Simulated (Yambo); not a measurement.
Yambo input for SiC (zinc blende, space group F-43m, No. 216) under isotropic strain of +2 % on all lattice vectors (a = b = c = 3.1426 Å, α = β = γ = 60.00°), on PBEsol (pw.x of Quantum ESPRESSO, ONCV potentials, scalar-relativistic) wavefunctions on a 16×16×16 mesh:

```
optics
chi
dipoles
tddft
FFTGvecs= 40 Ry
Chimod= "LRC"
LRC_alpha= -0.53
NGsBlkXd= 4 Ry
% QpntsRXd
 1 | 1 |
%
% BndsRnXd
 1 | 15 |
%
GrFnTpXd= "R"
% EnRngeXd
 0.0 | 20.0 | eV
%
% DmRngeXd
 0.2 | 0.2 | eV
%
CGrdSpXd= 50
ETStpsXd= 161
% LongDrXd
 1.0 | 0.0 | 0.0 |
%
% XfnQP_E
 1.13 | 1.0 | 1.0 |
%
```

First lines of the file o-*.eps_q1_inv_LRC_dyson:

```
Absorption @ Q(1):   1.00000000     0.00000000     0.00000000    [q->0 direction]
#
# [ X ] Hartree size     :  27
# [GEN] GF Energies     : Perdew, Burke & Ernzerhof SOL(X)+Perdew, Burke & Ernzerhof SOL(C)+ user defined corrections @E
# [GEN] Green`s Function     : Retarded
#
# [GEN] Gauge     : Length
# [GEN] [r,Vnl] included     : yes
#
#    E[1] [eV]     Im(eps)     Re(eps)     Im(eps_o)     Re(eps_o)
#
     0.000000     -0.11131E-14     7.684875     -0.27998E-18     6.604385
     0.125000     0.006310     7.686839     0.004265     6.605713
     0.250000     0.012644     7.692740     0.008543     6.609704
     0.375000     0.019029     7.702601     0.012850     6.616368
     0.500000     0.025491     7.716461     0.017198     6.625729
     0.625000     0.032056     7.734376     0.021604     6.637817
     0.750000     0.038751     7.756418     0.026082     6.652673
     0.875000     0.045607     7.782677     0.030648     6.670344
     1.000000     0.052654     7.813262     0.035318     6.690892
     1.125000     0.059926     7.848301     0.040111     6.714387
     1.250000     0.067459     7.887945     0.045045     6.740910
     1.375000     0.075291     7.932366     0.050141     6.770554
     1.500000     0.083466     7.981764     0.055421     6.803428
     1.625000     0.092031     8.036363     0.060908     6.839651
     1.750000     0.101039     8.096421     0.066629     6.879361
     1.875000     0.110548     8.162229     0.072613     6.922711
     2.000000     0.120624     8.234117     0.078892     6.969873
     2.125000     0.131342     8.312455     0.085502     7.021041
     2.250000     0.142787     8.397666     0.092483     7.076431
     2.375000     0.155057     8.490227     0.099880     7.136285
     2.500000     0.168264     8.590679     0.107744     7.200877
     2.625000     0.182538     8.699636     0.116135     7.270512
     2.750000     0.198031     8.817798     0.125119     7.345534
     2.875000     0.214921     8.945966     0.134773     7.426332
     3.000000     0.233419     9.085058     0.145188     7.513344
     3.125000     0.253777     9.236130     0.156468     7.607069
     3.250000     0.276295     9.400406     0.168737     7.708073
     3.375000     0.301340     9.579307     0.182141     7.817006
     3.500000     0.329359     9.774499     0.196858     7.934614
     3.625000     0.360906     9.987940     0.213099     8.061757
     3.750000     0.396671     10.22196     0.231125     8.199439
     3.875000     0.437530     10.47933     0.251257     8.348832
     4.000000     0.484611     10.76343     0.273900     8.511323
```
(The file goes on to the top of the energy range.) Convergence of the RPA response with its 16×16×16 mesh was not tested. The scissor comes from a G0W0 run whose convergence isn't established.

Geometry strained from the cell relaxed with PBEsol, atoms relaxed again.
